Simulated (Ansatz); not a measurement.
ZrTa:
```cif
data_Ta2Zr2
_chemical_formula_sum 'Ta2 Zr2'
_space_group_name_H-M_alt 'Pmma'
_space_group_IT_number 51
_space_group_name_Hall '-P 2a 2a'
_cell_length_a 4.65665
_cell_length_b 3.56978
_cell_length_c 4.97092
_cell_angle_alpha 90.000
_cell_angle_beta 90.000
_cell_angle_gamma 90.000
loop_
_atom_site_label
_atom_site_type_symbol
_atom_site_symmetry_multiplicity
_atom_site_Wyckoff_symbol
_atom_site_fract_x
_atom_site_fract_y
_atom_site_fract_z
_atom_site_occupancy
Ta1 Ta 2 e 0.75000 0.00000 0.18710 1
Zr1 Zr 2 f 0.25000 0.50000 0.27871 1
```

Relaxed at zero pressure with the program Ansatz at the r²SCAN level (PAW).

Question: The volume is raised by 6 % and shape and atoms relax at that volume. What pressure results, and how do the axes share the change?

Answer: -6.3 GPa; a 1.0 %, b 2.7 %, c 2.2 %; the energy rises by 26 meV/atom.

Question: Give the new structure.

Answer: 
Space group Pmma (No. 51); a = 4.7029 Å, b = 3.6672 Å, c = 5.0788 Å, α = 90.00°, β = 90.00°, γ = 90.00°

```tsv
atom	site	symmetry	x	y	z
Ta	2e	mm2	0.7500	0.0000	0.1807
Zr	2f	mm2	0.2500	0.5000	0.2776
```

The phase is kept; no other phase was compared at this pressure.

The start of the workflow was typed in or built on a structure type; neither database checked (COD, Materials Project) lists it. Whether it is the stable phase at ambient conditions was not checked. The r²SCAN relaxation kept the symmetry of its start; its stability against distortions is not shown here. The run is not spin-polarised. Its formation energy is positive at this level, so the cell may be metastable or incomplete. Axis ratios of metals converge slowly with the k-mesh, so a and c are less sure than the volume. Scalar-relativistic: spin–orbit coupling is off unless named, which matters more the heavier the elements.

Potentials: the earlier of the program's two PAW sets.
